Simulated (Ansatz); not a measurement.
LiIn:
```
LiIn
1.0
    0.00000     3.41246     3.41246
    3.41246     0.00000     3.41246
    3.41246     3.41246     0.00000
In Li
2 2
Direct
  0.50000   0.50000   0.50000
  0.75000   0.75000   0.75000
  0.00000   0.00000   0.00000
  0.25000   0.25000   0.25000
```

Relaxed with r²SCAN. Special points in fractions of this cell's reciprocal vectors: Γ (0.000, 0.000, 0.000); X (0.500, 0.000, 0.500); U (0.625, 0.250, 0.625); K (0.375, 0.375, 0.750); L (0.500, 0.500, 0.500); W (0.500, 0.250, 0.750).

### Question
List the band energies nearest the Fermi level at these points for plane-wave PAW r²SCAN with spin–orbit coupling (Ansatz code).

### Answer
In eV from the Fermi level; about four levels below and three above (degenerate sets whole), none deeper than 8.9 eV; points with the same levels are listed once.

```csv
k,below,above
Γ,–,0.20 0.20 0.65 0.65 0.65 0.65
X,-0.06 -0.06 -0.06 -0.06,6.89 6.89 6.89 6.89
U,-4.00 -4.00 -2.65 -2.65,0.09 0.09 2.25 2.25
L,-1.21 -1.21 -0.91 -0.91,0.04 0.04 0.98 0.98
W,-3.72 -3.72 -3.62 -3.62,2.03 2.03 2.10 2.10
```

Space group Fd-3m. The workflow started from an entry of the Crystallography Open Database (COD). Whether it is the stable phase at ambient conditions was not checked. The cell was relaxed with r²SCAN under the symmetry of its start; whether a distortion lowers the energy is not shown.

Potentials: the later of the program's two PAW sets.
